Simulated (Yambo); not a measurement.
## Rb₂SiF₆: lowest vertical excitons

```
Rb2SiF6
1.0
    0.00000     4.17664     4.17664
    4.17664     0.00000     4.17664
    4.17664     4.17664     0.00000
F Si Rb
6 1 2
Direct
  0.79623   0.20377   0.79623
  0.20377   0.79623   0.20377
  0.79623   0.20377   0.20377
  0.20377   0.79623   0.79623
  0.79623   0.79623   0.20377
  0.20377   0.20377   0.79623
  0.00000   0.00000   0.00000
  0.75000   0.75000   0.75000
  0.25000   0.25000   0.25000
```

The geometry is that of Materials Project entry mp-10492, symmetrised and not relaxed again.

BSE in Yambo on LDA (Quantum ESPRESSO, PseudoDojo norm-conserving, 84 Ry, scalar-relativistic) bands: 4×4×4 mesh, 17 valence and 7 conduction bands, static screening with 85 bands and a 3 Ry block, scissor 4.52 eV, Tamm-Dancoff; field along x.

| state | energy (eV) | states within 2 meV | relative strength | class | main transitions |
|---|---|---|---|---|---|
| 1 | 10.08 | 3 | < 0.01 | dark | several band pairs |
| 2 | 10.76 | 3 | 1.00 | strong | several band pairs |
| 3 | 10.77 | 3 | < 0.01 | dark | several band pairs |
| 4 | 10.99 | 3 | < 0.01 | dark | several band pairs |
| 5 | 11.26 | 1 | < 0.01 | dark | VB → CB (96 %) |
| 6 | 11.28 | 2 | < 0.01 | dark | several band pairs |
| 7 | 11.32 | 3 | < 0.01 | weak | several band pairs |
| 8 | 11.35 | 3 | < 0.01 | dark | several band pairs |

These are vertical excitations (zero momentum). The direct quasiparticle gap on this mesh is 11.67 eV; counted from there, state 1 is bound by 1.58 eV. Convergence with the mesh was not shown.

Spin singlets only. Strengths are relative to the strongest of the lowest states of this run; strong means a line over 3 % of the spectrum's maximum, dark under 0.03 %. Absolute energies carry the error of the G0W0 scissor, whose convergence isn't established.

The structure is a Materials Project entry; no match was found in the copy of COD used, and its stability was not checked.
